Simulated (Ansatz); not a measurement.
An Ansatz (a program for electronic structure) run. Input:

Ansatz 0.2 input:
```yaml
crystal:
  lattice:
    - [0.0, 3.0664292575, 3.0664292575]
    - [3.0664292575, 0.0, 3.0664292575]
    - [3.0664292575, 3.0664292575, 0.0]
  atoms:
    - { symbol: Se, position: [0.75, 0.75, 0.75] }
    - { symbol: Hg, position: [0.0, 0.0, 0.0] }
kpoints:
  mp_grid: { grid: [12, 12, 12] }
basis: { xc_grid: 2 }
hamiltonian:
  xc: pbesol
  pseudopotentials: { kind: paw }
scf:
  occupations: { method: gaussian, width: 0.05 }
checkpoint: { read: metal.run }
output: { write_density: true, elf: true, volumetric_format: npy }
```

Output (shortened):

```
Pseudopotentials: kind: paw
Pseudopotential: Se, paw, valence charge 16
Pseudopotential: Hg, paw, valence charge 20
Functional definition: PBEsol
Crystal: 2 atoms, lattice volume = 57.667 Å³
Basis set: ecut = 420 eV, 1139 PW (Γ), exchange–correlation on 60×60×60 points (8 copies of the dense FFT grid, shifted against one another)
Bands: 26, of which v1, the nominal top of the filled ones, is band 18 counted from 1 (17 counted from 0)
Symmetry: 24 space group operations
Space group: F-43m (ITA 216), of the structure as read, at distance tolerance 3.9e-5 Å
k-points: 72 of 1728 (time reversal used)
PAW frozen core: Se, regenerated for the run's functional, and the local potential with it
PAW frozen core: Hg, regenerated for the run's functional, and the local potential with it
Initial density: read from a saved state, or passed on in memory by an earlier SCF of this step, an earlier step, the calling program or the single point that …
Stability of the state it starts from, as read at its close in the unpolarized treatment …
Initial wavefunctions: pseudopotential atomic-orbital guess
Eigensolver: davidson
Functional: x = pbesol(κ = 0.804, μ = 0.12345679012345678), c = pbesol(β = 0.046)
iter 1 solved again at ethr=8.47e-8 eV; its pass at ethr=3.10e-3 eV (dr2=3.05e-5 eV) is discarded
SCF iter   1: F=—  HF=-19092.630288 eV  |F-HF|=—  |Δ(HF+E_count)|=         —  Δρ=2.91e-7  dr2=3.58e-11  ethr=8.47e-8  ⟨swp⟩=3.0  Hψ=13120  notcnv=0
all-band conjugate gradients solve this SCF's bands
preconditioner: auto → none
SCF iter   2: F=-19092.630288 eV  HF=-19092.630288 eV  |F-HF|=7.28e-12  |Δ(HF+E_count)|=   8.72e-9  Δρ=1.52e-7  dr2=1.16e-11  ethr=1.00e-12  ⟨swp⟩=6.3  Hψ=7730  notcnv=0
SCF 1 converged in 2 iterations: F = -19092.630288 eV  dr2 = 1.16e-11
SCF converged after 2 iterations
Free energy (F): -19092.630288 eV
Harris-Foulkes:  -19092.630288 eV  (|F-HF|=7.28e-12)
Internal energy: -19092.630234 eV  (E = F + TS)
E sigma→0 (E₀):  -19092.630261 eV
Entropy (-TS):   -0.000054 eV (-0.027 meV/atom)
Fermi energy:    8.329359 eV
--- Per-component energies (eV) ---
  E_band       = -887.795150
  E_kinetic    = 721.161221
  E_local      = -5843.132033  (includes V_loc(G=0)·N_el)
  E_nonlocal   = -515.507394
  E_hartree    = 2666.877245
  E_xc         = -321.350499
  E_vxc        = -358.580470  (∫ρ·V_xc dr)
  E_paw        = -11668.557476  (= ΣΔE_a)
  E_vpaw       = -225.491154  (= ΣTr[D̂ρ^β])
  E_aug_tail   = 0.000300  (compensation charges beyond the density's cutoff)
  E_ewald      = -4133.458699
  E_core_change = 1.337102  (= ΣΔE_core)
  E_smearing   = -0.000054  (= −TS)
  E_closure    =  0.000000  (closes the sum)
  Σ components = -19092.630288   (vs F -19092.630288, Δ=0.00e0)
  [band-id]    e_kinetic+e_local+e_nonlocal+2·e_hartree+e_vxc+e_vpaw+e_augmentation_tail = -887.795040   (vs E_band -887.795150, Δ=1.10e-4)
--- Band table (eV; the first three rows and the last of 72) ---
  k-point 0: bands = ["-106.1174", "-54.5281", "-54.5281", "-54.5281", "-39.1817", "-39.1817", "-39.1817", "-39.1786", "-39.1786", "-5.0044", "1.2904", "1.2904", "1.2904", "2.0000", "2.0000", "7.2535", "8.3109", "8.3109", "8.3109", "13.7717", "13.7717", "13.7717", "16.5797", "19.5824", "19.5824", "20.0109"]
  k-point 1: bands = ["-106.1174", "-54.5281", "-54.5281", "-54.5281", "-39.1817", "-39.1817", "-39.1817", "-39.1786", "-39.1786", "-4.9754", "1.3014", "1.3038", "1.3038", "1.9987", "1.9987", "6.8075", "8.2401", "8.2401", "8.6363", "13.5429", "13.8715", "13.8715", "17.1231", "18.9614", "18.9614", "19.6118"]
  k-point 2: bands = ["-106.1174", "-54.5282", "-54.5281", "-54.5281", "-39.1818", "-39.1817", "-39.1817", "-39.1786", "-39.1786", "-4.8950", "1.3395", "1.3395", "1.3464", "1.9975", "1.9975", "5.9890", "8.0550", "8.0550", "9.0666", "13.3371", "14.1136", "14.1136", "17.8490", "18.4641", "18.4641", "19.5933"]
  k-point 71: bands = ["-106.1174", "-54.5284", "-54.5283", "-54.5283", "-39.1819", "-39.1818", "-39.1817", "-39.1786", "-39.1786", "-4.3939", "1.5722", "1.6680", "1.9272", "1.9465", "2.5762", "3.1225", "5.6673", "5.9629", "11.8287", "13.3585", "14.2824", "15.6578", "18.3051", "20.4899", "20.6742", "21.2024"]
  band table: 26 of 26 bands, residual norms ≤ 1.0e-3 eV
```

Cost: about 6 core-seconds (a rough figure) on shared cores.

The cell was relaxed with PBEsol under the symmetry of its start. Spin–orbit coupling is left out wherever it is not named.

Potentials: the later of the program's two PAW sets.

Ansatz is a plane-wave DFT program.
